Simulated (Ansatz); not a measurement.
CoPtAu (P3m1), relaxed with PBEsol (Ansatz, a program for electronic structure, plane waves, PAW): a = b = 2.749 Å, c = 6.613 Å, α = β = 90.00°, γ = 120.00°.

- ΔH_f (eV/atom): 0.10
- spin order, net moment (μB/atom): ferromagnetic; net 0.71

Problem. The same phase is relaxed and computed with PBE in the same code. What are the cell and these values now?

Solution. a = b = 2.7888 Å, c = 6.7360 Å, α = β = 90.00°, γ = 120.00°.

* **ΔH_f (eV/atom)**: 0.09
* **spin order, net moment (μB/atom)**: ferromagnetic; net 0.73

Spin orders computed, not proven ground states: CoPtAu, P3m1 (Co on 1a, Pt on 1b, Au on 1c) with PBEsol ferromagnetic; CoPtAu, P3m1 (Co on 1a, Pt on 1b, Au on 1c) with PBE ferromagnetic. Typed or built starts, not in the databases checked: CoPtAu, P3m1 (Co on 1a, Pt on 1b, Au on 1c). All cells were relaxed under the symmetry of their starts (and spin orders); stability against distortions was not tested throughout. Spin–orbit coupling is left out wherever it is not named.

Potentials: the later of the program's two PAW sets.

Ansatz is a plane-wave DFT program.

Formation energies count from the lowest solids of the elements computed at the same level, not from gases.
